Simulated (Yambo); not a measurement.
Yambo run on KScMo$_{2}$O$_{8}$ (space group P-3m1, No. 164). The wavefunctions come from this Quantum ESPRESSO step (LDA, PseudoDojo standard norm-conserving files, scalar-relativistic):

```
&CONTROL
  calculation = 'nscf'
  pseudo_dir = './pseudo'
  outdir = './out'
/
&SYSTEM
  ibrav = 0
  nat = 12
  ntyp = 4
  ecutwfc = 84.0
  ecutrho = 336.0
  occupations = 'fixed'
  force_symmorphic = .true.
  nbnd = 250
/
&ELECTRONS
  conv_thr = 1.2000000000000002e-08
  diago_full_acc = .true.
  diago_thr_init = 1e-08
/
ATOMIC_SPECIES
O 15.9990 O.upf
K 39.0983 K.upf
Sc 44.9559 Sc.upf
Mo 95.9500 Mo.upf
CELL_PARAMETERS angstrom
  5.884990069000   0.000000000000   0.000000000000
 -2.942495034000   5.096550901000   0.000000000000
  0.000000000000   0.000000000000   7.404870000000
ATOMIC_POSITIONS crystal
O   0.329000000000   0.164500000000   0.828080000000
O   0.671000000000   0.835500000000   0.171920000000
O   0.835500000000   0.164500000000   0.828080000000
O   0.164500000000   0.835500000000   0.171920000000
O   0.835500000000   0.671000000000   0.828080000000
O   0.164500000000   0.329000000000   0.171920000000
O   0.333333333000   0.666666667000   0.484370000000
O   0.666666667000   0.333333333000   0.515630000000
K   0.000000000000   0.000000000000   0.500000000000
Sc   0.000000000000   0.000000000000   0.000000000000
Mo   0.333333333000   0.666666667000   0.248180000000
Mo   0.666666667000   0.333333333000   0.751820000000
K_POINTS automatic
3 3 2 0 0 0
```

Yambo input:

```
rim_cut
gw0
dyson
el_el_corr
HF_and_locXC
ppa
em1d
RandQpts= 1000000
RandGvec= 1 Ry
EXXRLvcs= 84 Ry
VXCRLvcs= 336 Ry
Chimod= "HARTREE"
% BndsRnXp
 4 | 249 |
%
NGsBlkXp= 6 Ry
% LongDrXp
 1.0 | 1.0 | 1.0 |
%
PPAPntXp= 27.2114 eV
% GbndRnge
 1 | 249 |
%
GTermKind= "BG"
DysSolver= "n"
ExtendOut
% QPkrange
 1 | 1 | 48 | 49 |
 2 | 2 | 48 | 49 |
 5 | 5 | 48 | 49 |
 6 | 6 | 48 | 49 |
%
```

k points by index: 1 = Γ, 2 = A, 5 = K, 6 = H.

Resulting energies as the program prints them:

```
#    K-point    Band    Eo [eV]    E [eV]    E-Eo [eV]    Vxc [eV]    Vnlxc [eV]    Sc|Eo [eV]    Sc|E [eV]    dSc/dw|Eo [eV]    Re(Z)    Im(Z)
#
    1    48    0.000000    -0.722187    -0.722187    -19.41879    -24.45355    4.098268    4.312566    -8.072950    0.771200    -0.001508
    1    49    3.396978    5.204671    1.807692    -17.87894    -12.04570    -3.608434    -4.025550    -6.278507    0.812524    -0.001196
    2    48    -0.002156    -0.724801    -0.722645    -19.41191    -24.44511    4.096137    4.310552    -8.072251    0.771215    -0.001514
    2    49    3.485864    5.298886    1.813022    -18.12469    -12.32014    -3.568097    -3.991530    -6.354873    0.810675    -0.001205
    5    48    -0.238806    -1.022193    -0.783387    -19.00306    -24.11208    4.095437    4.325628    -7.994320    0.772922    -0.001504
    5    49    3.852019    5.664151    1.812132    -18.53605    -12.89189    -3.400222    -3.832030    -6.483775    0.807574    -0.001163
    6    48    -0.261638    -1.049378    -0.787740    -18.92561    -24.03013    4.086033    4.316787    -7.969569    0.773466    -0.001526
    6    49    3.903859    5.733353    1.829494    -18.53645    -12.86755    -3.398942    -3.839414    -6.551077    0.805964    -0.001199
```
(The two width columns are left out.) Convergence of these settings isn't established.

Spin-orbit coupling is not included.

Geometry of the Materials Project entry, not relaxed at this level.

The structure is a Materials Project entry; no match was found in the copy of COD used, and its stability was not checked.
